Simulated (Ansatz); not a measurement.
Relaxed-ion elastic tensor of NbCd3 (Cu3Au type, Pm-3m) in GPa (Voigt order), DFT-LDA in the program Ansatz with PAW potentials; density 9.75 g/cm³, 18.32 Å³ per atom.

```
 177  96.3  96.3   0.0   0.0   0.0
96.3   177  96.3   0.0   0.0   0.0
96.3  96.3   177   0.0   0.0   0.0
 0.0   0.0   0.0  76.5   0.0   0.0
 0.0   0.0   0.0   0.0  76.5   0.0
 0.0   0.0   0.0   0.0   0.0  76.5
```

Problem. Is the crystal mechanically stable?

Solution. Yes: the smallest eigenvalue of C is 76.5 GPa.

Problem. Work out the Voigt, Reuss and Hill averages.

Solution. K_V = 123, K_R = 123, K_H = 123; G_V = 62.2, G_R = 56.5, G_H = 59.3 GPa.

Problem. Give Young's modulus, Poisson's ratio, Pugh's ratio and the universal anisotropy index.

Solution. E = 9KG/(3K + G) = 153 GPa; ν = 0.29; K/G = 2.08 (ductile by the Pugh limit of 1.75); A_U = 5G_V/G_R + K_V/K_R − 6 = 0.50.

Problem. Estimate the sound speeds and the Debye temperature.

Solution. v_l = √((K + 4G/3)/ρ) = 4560 m/s, v_t = √(G/ρ) = 2470 m/s, mean 2750 m/s; Θ = (h/k)(3n/4πV)^(1/3) v_m = 311 K.

Problem. Give the Zener ratio and Young's modulus along [100], [110] and [111].

Solution. A = 2C44/(C11 − C12) = 1.88; 1/E = S11 − 2(S11 − S12 − S44/2)Γ with Γ = 0, 1/4, 1/3 gives 110, 161, 190 GPa.

Problem. Solve the Christoffel equation for the three sound speeds along [100], [110], [111].

Solution. Eigenvalues of C_ijkl n_j n_l equal ρv². In km/s, slowest first: [100] 2.80, 2.80, 4.27; [110] 2.04, 2.80, 4.68; [111] 2.32, 2.32, 4.81.

The workflow started from an entry of the Crystallography Open Database (COD). Whether it is the stable phase at ambient conditions was not checked. The LDA relaxation kept the symmetry of its start; of distortions, only those at the zone centre were tested. No spin polarisation was allowed. As this level gives no gap, shear constants depend on the k-mesh and smearing (Fermi–Dirac, 0.1 eV here).

Potentials: the later of the program's two PAW sets.
